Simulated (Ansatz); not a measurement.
**TlBi$_{2}$: pressure against volume**

TlBi$_{2}$, P6/mmm, a = 5.626 Å, c = 3.344 Å. The structure is a Materials Project entry; whether it is the stable form wasn't checked. Ansatz: PBEsol, PAW, 420 eV, Γ-centred 12×12×12 mesh on 3 atoms, Gaussian smearing 0.10 eV; no spin polarisation. Shape and atoms are relaxed at each volume; pressure is positive in compression.

```
V (Å³/atom) P (GPa)
     26.890     8.39
     27.807     5.69
     28.723     3.43
     29.640     1.55
     30.557    -0.03
     31.473        ?
     32.390    -2.44
     33.612    -3.62
```

Q: Take V0 = 30.557 Å³/atom, count pressures from its P0 = -0.03 GPa, fit the third-order Birch–Murnaghan form to the other rows, and predict the missing pressure.

A: With the Eulerian strain f = ½[(V0/V)^(2/3) − 1] and y = (P − P0)/[3f(1 + 2f)^(5/2)], the form is the line y = B0 + 1.5 B0 (B0′ − 4) f. Rows (f, y): 0.04448, 51.0; 0.03244, 50.2; 0.02106, 49.4; 0.01026, 48.8; -0.01905, 46.5; -0.03078, 45.6. Means f = 0.009735, y = 48.583; Σ(Δf)² = 0.004321, ΣΔfΔy = 0.3109; the slope is their ratio. y = 47.88 + 71.94 f GPa, so B0 = 47.9 GPa and B0′ = 4 + 2 × (71.94)/(3 × 47.88) = 5.00. At V = 31.473, f = -0.00975, y = 47.18 and P = -1.34 GPa. The run gave -1.35 GPa, so the fit is 0.01 GPa too high, within twice the rms miss on the fitted rows (0.007 GPa).

Spin–orbit coupling is left out, which can shift energies with elements as heavy as these.